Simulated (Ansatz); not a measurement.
MgFBr as a Janus 1T monolayer at its r2SCAN geometry, run in Ansatz at 4 levels of theory. Note: simulated data, non-magnetic, for a generated structure that need not be the stable one.

The r2SCAN input:
```yaml
crystal:
  lattice:
    - [3.4836060161, 0.0, 0.0]
    - [-1.741803008, 3.0168913067, 0.0]
    - [0.0, 0.0, 28.987557736]
  atoms:
    - { symbol: Mg, position: [0.0, 0.0, 0.3196952292] }
    - { symbol: F, position: [0.3333333333, 0.6666666667, 0.3479927643] }
    - { symbol: Br, position: [0.6666666667, 0.3333333333, 0.2637461151] }
  periodic: [true, true, false]
kpoints:
  mp_grid: { grid: [12, 12, 1] }
  band_path:
    path: [[0.0, 0.0, 0.0], [0.5, 0.0, 0.0], [0.3333333333, 0.3333333333, 0.0]]
    npoints: 1
hamiltonian:
  xc: r2scan
scf:
  occupations: { method: fixed }
  n_extra_bands: 4
output:
  forces: true
  stress: true
  eigenvalues: true
```

Main results, then, where recorded, the levels near the gap in eV from the Fermi energy (columns number the bands from 0), one row a point of the path (Γ, M, K):
```
Crystal: 3 atoms, lattice volume = 304.649 Å³
Symmetry: 6 space group operations
Space group: P3m1 (ITA 156)
```
```
Basis set: ecut = 500 eV, 7773 PW (Γ)
k-points: 19 of 144 (time reversal used)
SCF converged after 8 iterations
Free energy (F): -5533.579247 eV
Fermi energy:    -6.078787 eV
--- Forces (eV/Å), atoms counted from 1 ---
  atom   1  Mg      0.00000      0.00000      0.00003
  atom   2  F       0.00000      0.00000    -0.00018
  atom   3  Br      0.00000      0.00000      0.00018
--- 2D stress c σ (N/m, compression-positive) ---
        0.002408       0.000000       0.000000
        0.000000       0.002408       0.000000
        0.000000       0.000000       0.000000
  P = ½ c Tr σ = 0.0024 N/m
```
```tsv
band_9	band_10	band_11	band_12	band_13	band_14
-2.644	0.000	0.000	3.531	5.461	6.203
-3.573	-1.841	-0.931	6.391	7.485	7.798
-3.101	-2.591	-1.729	7.404	8.290	8.576
```

With r2SCAN the gap is 3.53 eV and direct, at Γ.

**Question.** In the first input these blocks are replaced (the band path and keys that only write files left aside):
```yaml
kpoints:
  mp_grid: { grid: [6, 6, 1] }
hamiltonian:
  xc: hse06
scf:
  occupations: { method: fixed }
  n_extra_bands: 8
magnetization:
  noncollinear: true
  spin_orbit: true
output:
  eigenvalues: true
```
What comes out?

**Answer.**
```
Basis set: ecut = 420 eV, 5947 PW (Γ)
k-points: 7 of 36 (time reversal used)
Exchange kernel: α = 0.2500, screened, ω = 0.2079 Å⁻¹, Wigner–Seitz truncation, v(0) = 1046.0004 eV·Å³, q-mesh 6×6×1
hybrid outer 1: dexx = +5.454e-3 eV, tail = 5.03e-5 eV
hybrid outer 2: dexx = +6.142e-7 eV, tail = 1.33e-7 eV, Δε = 2.94e-3 eV
hybrid SCF converged: 2 outer / 10 inner (+6 warm-up)
Free energy (F): -5520.818694 eV
Fermi energy:    -6.347924 eV
```
```tsv
band_18	band_19	band_20	band_21	band_22	band_23	band_24	band_25	band_26	band_27	band_28	band_29
-3.032	-3.032	-0.400	-0.400	0.000	0.000	3.824	3.824	5.642	5.642	6.320	6.320
-4.116	-4.116	-2.134	-2.134	-1.162	-1.162	6.701	6.701	7.771	7.771	8.121	8.121
-3.680	-3.413	-3.160	-2.867	-1.970	-1.960	7.747	7.767	8.702	8.710	8.904	8.915
```
The HSE06+SOC gap is direct at Γ: 3.82 eV.

**Question.** Another run on the same cell gave
```
Basis set: ecut = 420 eV, 5947 PW (Γ)
k-points: 7 of 36 (time reversal used)
hybrid outer 1: dexx = +7.442e-3 eV, tail = 6.36e-5 eV
hybrid outer 2: dexx = +6.020e-7 eV, tail = 3.18e-8 eV, Δε = 2.75e-3 eV, ΔF = 4.19e-3 eV/Å
hybrid SCF converged: 2 outer / 12 inner (+3 warm-up)
Free energy (F): -5521.704437 eV
Fermi energy:    -6.924518 eV
--- Forces (eV/Å), atoms counted from 1 ---
  atom   1  Mg      0.00000      0.00000      0.01835
  atom   2  F       0.00000      0.00000    -0.00586
  atom   3  Br      0.00000      0.00000    -0.01265
--- 2D stress c σ (N/m, compression-positive) ---
       -0.022699       0.000000       0.000000
        0.000000      -0.022699       0.000000
        0.000000       0.000000       0.000000
  P = ½ c Tr σ = -0.0227 N/m
```
```tsv
band_9	band_10	band_11	band_12	band_13	band_14
-2.839	0.000	0.000	4.741	6.330	7.064
-3.938	-1.927	-0.997	7.649	8.703	9.042
-3.366	-2.826	-1.804	8.716	9.646	9.855
```
Which level of theory and mesh gave it?

**Answer.** It is PBE0, judged by the exchange loop and the size of the gap (a near hybrid could fit too), on 6×6×1; the blocks that differ from the first input, but for the band path:
```yaml
kpoints:
  mp_grid: { grid: [6, 6, 1] }
hamiltonian:
  xc: pbe0
```
PBE0 gives a direct gap of 4.74 eV at Γ. The mean stress, 0.0 N/m, is small, and the program warns that its thresholds are loose for a hybrid's stress.

**Question.** Another run on the same cell gave
```
Basis set: ecut = 500 eV, 7773 PW (Γ)
k-points: 7 of 36 (time reversal used)
hybrid outer 1: dexx = +2.710e-3 eV, tail = 3.25e-5 eV
hybrid outer 2: dexx = +2.778e-7 eV, tail = 1.17e-8 eV, Δε = 2.38e-3 eV, ΔF = 3.93e-3 eV/Å
hybrid outer 3: dexx = +9.766e-11 eV, tail = 1.15e-10 eV, Δε = 6.39e-5 eV, ΔF = 3.82e-5 eV/Å
hybrid SCF converged: 3 outer / 13 inner (+4 warm-up)
Free energy (F): -5532.471917 eV
Fermi energy:    -7.108868 eV
--- Forces (eV/Å), atoms counted from 1 ---
  atom   1  Mg      0.00000      0.00000    -0.00638
  atom   2  F       0.00000      0.00000    -0.09454
  atom   3  Br      0.00000      0.00000      0.10093
--- 2D stress c σ (N/m, compression-positive) ---
       -0.514644       0.000000       0.000000
        0.000000      -0.514644       0.000000
        0.000000       0.000000       0.000000
  P = ½ c Tr σ = -0.5146 N/m
```
```tsv
band_9	band_10	band_11	band_12	band_13	band_14
-2.885	0.000	0.000	5.115	6.525	7.348
-4.004	-1.964	-1.009	8.115	9.163	9.421
-3.384	-2.868	-1.841	9.202	10.015	10.324
```
Which level of theory and mesh gave it?

**Answer.** It is r2SCAN0, judged by the exchange loop and the size of the gap (a near hybrid could fit too), on 6×6×1; the blocks that differ from the first input, but for the band path:
```yaml
kpoints:
  mp_grid: { grid: [6, 6, 1] }
hamiltonian:
  xc: r2scan0
```
With r2SCAN0 the gap is 5.12 eV and direct, at Γ. With the atoms held, the mean in-plane stress is -0.5 N/m (compression positive). The stress of a hybrid is loosely converged here.

Small level splittings and stresses of the hybrids carry the error of their coarser meshes.

Totals of different functionals, or with and without spin-orbit coupling, can't be compared.

Only the levels marked +SOC include spin-orbit coupling.

The meshes of the hybrids are coarse, so their gaps aren't converged to the digits shown.
